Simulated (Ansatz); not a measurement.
HfSi₂:
```xyz
6
Lattice="1.8105 -7.1204 0.0000 1.8105 7.1204 0.0000 0.0000 0.0000 3.6115" Properties=species:S:1:pos:R:3 pbc="T T T"
Si     1.8105    -6.3343     2.7086
Si     1.8105     6.3343     0.9029
Si     1.8105     3.5615     2.7086
Si     1.8105    -3.5615     0.9029
Hf     1.8105    -1.4912     2.7086
Hf     1.8105     1.4912     0.9029
```

Relaxed with LDA. Special points in fractions of this cell's reciprocal vectors: Γ (0.000, 0.000, 0.000); Y (-0.500, 0.500, 0.000); C0 (-0.266, 0.734, 0.000); Σ0 (0.266, 0.266, 0.000); Z (0.000, 0.000, 0.500); A0 (0.266, 0.266, 0.500); E0 (-0.266, 0.734, 0.500); T (-0.500, 0.500, 0.500); S (0.000, 0.500, 0.000); R (0.000, 0.500, 0.500).

Q: List the band energies nearest the Fermi level at these points for LDA in the plane-wave PAW code Ansatz.

A: In eV from the Fermi level; about four levels below and three above (degenerate sets whole), none deeper than 8.9 eV; points with the same levels are listed once.

```json
[
 {"k": "Γ", "below": "-2.72 -2.57 -2.55 -2.54", "above": "0.08 1.17 1.24"},
 {"k": "Y", "below": "-2.95 -2.92 -2.06 -1.65", "above": "0.51 1.12 1.32"},
 {"k": "C0", "below": "-1.66 -1.05 -0.76 -0.18", "above": "0.97 1.21 1.61"},
 {"k": "Z", "below": "-2.10 -2.10 -0.08 -0.08", "above": "0.26 0.26 1.71 1.71"},
 {"k": "A0", "below": "-3.48 -3.48 -2.51 -2.51", "above": "1.70 1.70 3.14 3.14"},
 {"k": "T", "below": "-2.43 -2.43 -1.03 -1.03", "above": "0.10 0.10 2.53 2.53"},
 {"k": "S", "below": "-1.76 -0.95 -0.57 -0.54", "above": "0.95 0.96 2.16"},
 {"k": "R", "below": "-3.49 -3.49 -2.51 -2.51", "above": "2.08 2.08 2.86 2.86"}
]
```

Space group Cmcm. The LDA relaxation kept the symmetry of its start; of distortions, only those at the zone centre were tested. No spin polarisation was allowed. Scalar-relativistic: spin–orbit coupling is off unless named, which matters more the heavier the elements.

Potentials: the later of the program's two PAW sets.
